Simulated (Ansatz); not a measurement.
C:
```
C
1.0
    2.32525     4.58049     0.00000
   -2.32525     4.58049     0.00000
   -1.54312     0.00000     3.25439
C
8
Cartesian
 -0.78661   7.35766   1.45808
 -0.75651   1.80332   1.79631
  0.01505   7.35766   0.16911
 -1.55817   1.80332   3.08527
 -2.47259   3.03296   2.85333
  0.92947   6.12802   0.40106
  0.15791   3.03296   2.02825
 -1.70103   6.12802   1.22614
```

Relaxed with r²SCAN. Independent-particle spectrum: no excitons, no local fields, no scissors shift; 0.1 eV broadening; ε₁ of the summed bands alone.

Task: Tabulate the dielectric function from the program Ansatz at the r²SCAN level (PAW).

Result: 

```
E (eV)  ε₁ xx  ε₂ xx  ε₁ yy  ε₂ yy  ε₁ zz  ε₂ zz
------  -----  -----  -----  -----  -----  -----
0.0      7.76   0.00   8.03   0.00   7.83   0.00
0.4      7.83   0.00   8.22   0.00   8.03   0.00
0.8      8.04   0.00   9.03   0.00   8.89   0.00
1.2      8.62   0.16  12.78   3.37  13.32   5.02
1.6      9.05   0.73   7.55   5.02   5.02   4.98
2.0      9.10   1.27   5.96   4.30   4.35   2.91
2.4      9.76   1.71   6.14   3.71   4.56   1.91
2.8     10.17   2.07   6.20   4.25   4.74   1.19
3.2     13.29   6.12   4.95   5.22   5.73   0.90
3.6      6.72  10.33   3.83   5.11   5.71   1.41
4.0      6.76   6.51   3.45   4.13   6.54   1.26
4.4      4.30   9.20   3.29   4.39   6.38   2.36
4.8      2.57   6.99   3.20   4.86   6.46   2.18
5.2      1.94   5.44   0.98   4.21   6.97   2.81
5.6      2.75   3.93   1.63   2.00   7.30   3.55
6.0      3.07   4.25   2.75   1.85   6.01   4.85
6.4      3.23   3.84   2.63   2.80   5.79   4.20
6.8      3.34   4.63   2.64   2.21   5.86   4.85
7.2      2.91   3.74   2.82   2.05   4.95   4.48
7.6      3.70   3.82   3.18   1.98   6.03   5.50
8.0      2.66   4.90   3.73   2.22   5.72   5.55
8.4      2.55   3.54   4.40   2.94   4.54   7.79
8.8      3.49   3.38   3.65   4.94   2.26   6.79
9.2      3.83   3.69   1.53   4.03   2.21   4.86
9.6      4.16   4.38   1.63   2.76   3.10   6.08
10.0     5.16   5.39   2.36   2.42   3.38   6.58
10.4     6.04   9.27   2.72   2.48   1.94   7.20
10.8     0.22   8.18   3.26   2.93   1.60   6.56
11.2    -0.03   6.70   3.74   3.43   0.40   6.08
11.6    -0.71   5.99   3.41   4.77   0.12   5.97
12.0    -0.94   5.40   2.51   5.38   0.06   6.09
```

Task: From ε at 2.7 eV (xx: 9.81 + 2.22i), find n, k, the normal reflectivity and the absorption coefficient.

Result: n = 3.15, k = 0.352, R = 27 %, α = 2kE/ħc = 96000 cm⁻¹.

With all bands, ε∞ without local fields is 7.87 (xx), 8.22 (yy), 7.96 (zz).

Space group C2/c. The start of the workflow was typed in or built on a structure type; neither database checked (COD, Materials Project) lists it. It is not the phase usual at ambient conditions (space group No. 194, 227). Symmetry was held in the r²SCAN relaxation; whether a distortion lowers the energy is not shown. The volume moved by 103 % from the start of the relaxation.

Potentials: the later of the program's two PAW sets.
